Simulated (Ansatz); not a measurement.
YGe$_{2}$ in space group P4/mmm (No. 123; Ge on 2f, Y on 1b) under volume change, the program Ansatz at the PBE level (PAW), shape and atoms relaxed at each volume.

```tsv
V (Å³/atom)	E − E(relaxed) (meV/atom)	P (GPa)
21.422	47.0	7.66
22.128	19.8	4.74
22.834	…	…
23.540	0.0	0.00
24.247	4.2	-1.86
24.953	…	…
25.659	33.9	-4.68
```

Q: What belongs in the gaps?

A: 
- 24.953, E − E(relaxed) (meV/atom): 16.0
- 24.953, P (GPa): -3.41
- 22.834, E − E(relaxed) (meV/atom): 4.7
- 22.834, P (GPa): 2.19

Q: What does a third-order Birch–Murnaghan fit give for V₀, B₀ and B′?

A: V₀ = 23.54 Å³/atom, B₀ = 66.1 GPa, B′ = 4.4.

The cell is a constructed one: a structure type filled with these elements; neither database checked (COD, Materials Project) lists it. Its standing as an ambient phase is unchecked. Symmetry was held in the PBE relaxation; its stability against distortions is not shown here. No spin polarisation was allowed. Spin–orbit coupling is left out wherever it is not named.

Potentials: the later of the program's two PAW sets.
